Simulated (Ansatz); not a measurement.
Diamond Ge (111), 6 layers, DFT, LDA, all-electron PAW with datasets made for the crystal, scalar-relativistic (Ansatz 0.2.0), on 2 threads of Intel(R) Xeon(R) Platinum 8488C (Sapphire Rapids) (shared host).

Command: `ansatz run input.yaml --threads 2 --pin off --max-ram 4096MiB --backend cpu --events-out ev --progress --plain --runs-dir out`

```yaml
crystal:
  lattice:
    - [3.9751430018, 0.0, 0.0]
    - [-1.9875715009, 3.4425748232, 0.0]
    - [0.0, 0.0, 23.3028]
  atoms:
    - { symbol: Ge, position: [0.0, 0.0, 0.3420761859] }
    - { symbol: Ge, position: [0.3333333333, 0.6666666667, 0.3748806487] }
    - { symbol: Ge, position: [0.3333333333, 0.6666666667, 0.482906038] }
    - { symbol: Ge, position: [0.6666666667, 0.3333333333, 0.5170939595] }
    - { symbol: Ge, position: [0.6666666667, 0.3333333333, 0.62511935] }
    - { symbol: Ge, position: [0.0, 0.0, 0.6579238163] }
kpoints:
  mp_grid: { grid: [9, 9, 1] }
scf:
  occupations: { method: fermi_dirac, width: 0.02 }
hamiltonian:
  xc: lda
  pseudopotentials: { kind: all_electron, datasets: crystal }
output:
  forces: true
  stress: true
  eigenvalues: true
efield:
  axis: 3
  amplitude: 0
  dipole_correction: true
```

How large is the problem that the program sets up?

12 irreducible k-points, 1185 plane waves at Γ, 25 bands.

About how long does it take, and how much memory?

11 s of wall time for 9 SCF iterations, with a peak of 1.1 GiB. Times on shared machines scatter by tens of per cent.
